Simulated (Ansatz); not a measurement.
TlBr:
```
CELL_PARAMETERS angstrom
      3.97983     0.00000     0.00000
      0.00000     3.97983     0.00000
      0.00000     0.00000     3.97983
ATOMIC_POSITIONS crystal
  Tl 0.00000 0.00000 0.00000
  Br 0.50000 0.50000 0.50000
```

Relaxed with PBE+D3(BJ). Special points in fractions of this cell's reciprocal vectors: Γ (0.000, 0.000, 0.000); X (0.000, 0.500, 0.000); M (0.500, 0.500, 0.000); R (0.500, 0.500, 0.500).

Problem. List the band energies nearest the valence-band maximum at these points for plane-wave PAW PBE+D3(BJ) (Ansatz code).

Solution. In eV from the valence-band maximum; about four levels below and three above (degenerate sets whole), none deeper than 8.9 eV; points with the same levels are listed once.

| k | below | above |
|---|---|---|
| Γ | -4.65 -1.31 -1.31 -1.31 | 7.01 7.01 7.23 7.23 7.23 |
| X | -5.54 -0.81 -0.81 0.00 | 1.86 5.76 5.76 |
| M | -3.74 -2.94 -2.94 -0.73 | 4.87 4.87 7.38 |
| R | -2.75 -1.93 -1.93 -1.93 | 2.14 2.14 2.14 |

Space group Pm-3m (CsCl type). The cell was relaxed with PBE+D3(BJ) under the symmetry of its start; phonons on a q-mesh show no instability. Spin–orbit coupling is left out wherever it is not named.

Potentials: the later of the program's two PAW sets.
